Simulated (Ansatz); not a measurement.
Y5Ge3:
Space group P6₃/mcm (No. 193); a = b = 8.4971 Å, c = 6.4404 Å, α = β = 90.00°, γ = 120.00°

```tsv
atom	site	symmetry	x	y	z
Y	6g	m2m	0.2429	0.2429	0.7500
Y	4d	3.2	0.3333	0.6667	0.0000
Ge	6g	m2m	0.3930	0.3930	0.2500
```

Relaxed at zero pressure with DFT-r²SCAN in the program Ansatz with PAW potentials.

Task: The volume is lowered by 3 % and shape and atoms relax at that volume. What pressure results, and how do the axes share the change?

Result: 2.4 GPa; a -0.8 %, b -0.8 %, c -1.4 %; the energy rises by 5 meV/atom.

Task: Give the new structure.

Result: 
Space group P6₃/mcm (No. 193); a = 8.427 Å, b = 8.427 Å, c = 6.352 Å, α = 90.00°, β = 90.00°, γ = 120.00°

| atom | site | symmetry | x | y | z |
|---|---|---|---|---|---|
| Y | 6g | m2m | 0.2424 | 0.2424 | 0.7500 |
| Y | 4d | 3.2 | 0.3333 | 0.6667 | 0.0000 |
| Ge | 6g | m2m | 0.3933 | 0.3933 | 0.2500 |

The phase is kept; no other phase was compared at this pressure.

Space group P6_3/mcm. The workflow started from a Materials Project entry (that database holds measured and hypothetical structures alike); the Crystallography Open Database copy checked does not list it. Its standing as an ambient phase is unchecked. The r²SCAN relaxation kept the symmetry of its start; whether a distortion lowers the energy is not shown. No spin polarisation was allowed.

Potentials: the later of the program's two PAW sets.
